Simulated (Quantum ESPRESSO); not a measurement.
## Calculated data, Zr3Ta3NbZn (simulated cell)

All values are calculated (Quantum ESPRESSO 7.5). Calculation on a made-up metal alloy cell, not a measurement: no spin or spin-orbit, unrelaxed, 2900 K smearing, stress positive in tension, cell energy less fitted offsets; periodic Kohn-Sham density functional theory in plane waves with PseudoDojo standard norm-conserving scalar-relativistic pseudopotentials, each functional with its own files (v0.5 for PBE, v0.4.1 for LDA and PBEsol), eight atoms on drawn sites of a strained close-packed or body-centred lattice, each displaced and held fixed; the energy is the cell's free energy, ions and the entropy term -TS included, at the stated Fermi-Dirac width, less a fixed offset for each atom's element (shifted free energy); compositions with an open d shell lost a parallel starting moment in a cheaper test run, and other magnetic orders were not tried; an error bar is the largest change of its kind in a tighter rerun, never given below 0.002 eV, 0.02 GPa or 0.003 eV/angstrom, and covers cutoff and k-mesh only, not smearing or the files.

### Zr3Ta3NbZn (simulated cell)

```xyz
8
Lattice="3.0423 -0.0277 4.8843 2.9681 0.0202 -4.8390 -3.0117 5.1081 -0.0480" Properties=species:S:1:pos:R:3 Zr3Ta3NbZn
Ta    -0.0111    -0.0077    -0.0259
Zr    -1.5216     2.5122     0.0152
Nb     3.0289     1.7137    -2.4433
Zr     1.5457     4.2067    -2.4143
Ta     2.9887     0.0285     0.0530
Zn     1.4646     2.5631    -0.0221
Zr     3.0344     1.6472     2.4475
Ta     1.5465     4.3369     2.3558
```

It was run with lattice type hexagonal close-packed, functional pbe, cutoff 1143 eV, fermi dirac smearing 0.25 eV, electrons removed 0, run command mpirun -np 4 pw.x -nk 4 -in in, run processor Intel Xeon, 2023 or later, virtual cores and k mesh 5 x 5 x 5 shifted half a step off Gamma on each axis.

The calculation gives: entropy term negative ts -1.796 eV; pressure 8.84 GPa; stress xx -6.62 GPa; stress yy -9.59 GPa; stress zz -10.32 GPa; stress yz -0.45 GPa; stress xz 0.42 GPa; stress xy -0.75 GPa; shifted free energy 0.68 eV.

Atoms:
```tsv
atoms element	atom site	atom energy offset (eV)
Ta	1	-1771.44
Zr	2	-1377.61
Nb	3	-1694.67
Zr	4	-1377.61
Ta	5	-1771.44
Zn	6	-5688.29
Zr	7	-1377.61
Ta	8	-1771.44
```

Forces:
```tsv
site	x (eV/Å)	y (eV/Å)	z (eV/Å)
1	0.435	-0.267	0.607
2	-0.057	0.524	-0.842
3	0.17	-0.121	0.254
4	-0.422	0.239	0.835
5	-0.423	-0.578	-0.968
6	0.178	-0.11	0.271
7	-0.126	0.564	0.225
8	0.244	-0.251	-0.382
```

Notes: heavy elements are run without spin-orbit coupling, which real alloys of them have; a spin test at this wide smearing found no moment, but such smearing suppresses magnetism that the real alloy may have; lattice, volume and sites are drawn at random and may be unstable or far from any real phase; energies are for the whole cell, less offsets fitted to these runs, so they are not formation energies; error bars: energy 0.002 eV, stress 0.02 GPa, force 0.003 eV/Å, from a tighter rerun of a related cell, whose elements or sites may differ; 17 SCF iterations, 450 s of wall time on a shared machine.
